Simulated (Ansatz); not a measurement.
B₂Ru:
```
CELL_PARAMETERS angstrom
      2.86816     0.00000     0.00000
      0.00000     4.64278     0.00000
      0.00000     0.00000     4.03848
ATOMIC_POSITIONS crystal
  B  0.00000 0.80406 0.36250
  B  0.00000 0.19594 0.36250
  B  0.50000 0.69594 0.63750
  B  0.50000 0.30406 0.63750
  Ru 0.00000 0.00000 0.84657
  Ru 0.50000 0.50000 0.15343
```

Relaxed with r²SCAN. Special points in fractions of this cell's reciprocal vectors: Γ (0.000, 0.000, 0.000); X (0.500, 0.000, 0.000); S (0.500, 0.500, 0.000); Y (0.000, 0.500, 0.000); Z (0.000, 0.000, 0.500); U (0.500, 0.000, 0.500); R (0.500, 0.500, 0.500); T (0.000, 0.500, 0.500).

Problem. List the band energies nearest the Fermi level at these points for DFT-r²SCAN in the program Ansatz with PAW potentials.

Solution. In eV from the Fermi level; about four levels below and three above (degenerate sets whole), none deeper than 8.9 eV; points with the same levels are listed once.

```json
[
 {"k": "Γ", "below": "-3.10 -2.29 -1.91 -1.25", "above": "0.09 1.94 4.36"},
 {"k": "X", "below": "-5.08 -5.08 -2.35 -2.35", "above": "0.57 0.57 1.84 1.84"},
 {"k": "S", "below": "-3.82 -3.82 -0.33 -0.33", "above": "1.58 1.58 3.60 3.60"},
 {"k": "Y", "below": "-3.00 -3.00 -2.38 -2.38", "above": "2.46 2.46 2.77 2.77"},
 {"k": "Z", "below": "-2.63 -2.01 -1.94 -0.59", "above": "1.00 3.04 4.42"},
 {"k": "U", "below": "-0.18 -0.18 -0.11 -0.11", "above": "1.14 1.14 6.55 6.55"},
 {"k": "R", "below": "-3.33 -3.33 -2.61 -2.61", "above": "0.97 0.97 1.21 1.21"},
 {"k": "T", "below": "-2.79 -2.79 -1.47 -1.47", "above": "0.45 0.45 2.94 2.94"}
]
```

Space group Pmmn. The workflow started from a Materials Project entry (that database holds measured and hypothetical structures alike); the Crystallography Open Database files this formula in space group No. 59, but the cells were not matched. Its standing as an ambient phase is unchecked. The cell was relaxed with r²SCAN under the symmetry of its start; its stability against distortions is not shown here. No spin polarisation was allowed. Scalar-relativistic: spin–orbit coupling is off unless named, which matters more the heavier the elements.

Potentials: the later of the program's two PAW sets.
